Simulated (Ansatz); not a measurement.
**K2RbScCl6: zone-centre modes**

Theory: Ansatz, DFT PBEsol, scalar-relativistic, plane waves, PAW. Settings: plane waves to 420 eV, k-mesh 4×4×4 (Γ-centred), Gaussian smearing 0.05 eV. No spin polarisation.

The starting cell (relaxed at this level; it needn't be the usual structure):

```
K Rb Sc Cl
1.0
     0.00000    5.47533    5.47533
     5.47533    0.00000    5.47533
     5.47533    5.47533    0.00000
K Rb Sc Cl
2 1 1 6
Direct
  0.75000 0.75000 0.75000
  0.25000 0.25000 0.25000
  0.50000 0.50000 0.50000
  0.00000 0.00000 0.00000
  0.77538 0.22462 0.22462
  0.22462 0.22462 0.77538
  0.22462 0.77538 0.77538
  0.22462 0.77538 0.22462
  0.77538 0.22462 0.77538
  0.77538 0.77538 0.22462
```

Harmonic modes by finite displacements of 0.02 Å, without the LO–TO term.

Q: At this geometry, is the structure stable against these modes?

A: No: 9 modes are unstable, the strongest at 65i cm⁻¹.

Q: List the wavenumbers in cm⁻¹.

A: 65i, 65i, 65i, 56i, 56i, 56i, 46i, 46i, 46i, 0, 0, 0, 43, 43, 43, 90, 90, 90, 123, 123, 123, 176, 176, 176, 238, 238, 300, 310, 310, 310.

Cost: 1 run of about 1.9 core-minutes, on Arm Neoverse V2 (shared hosts).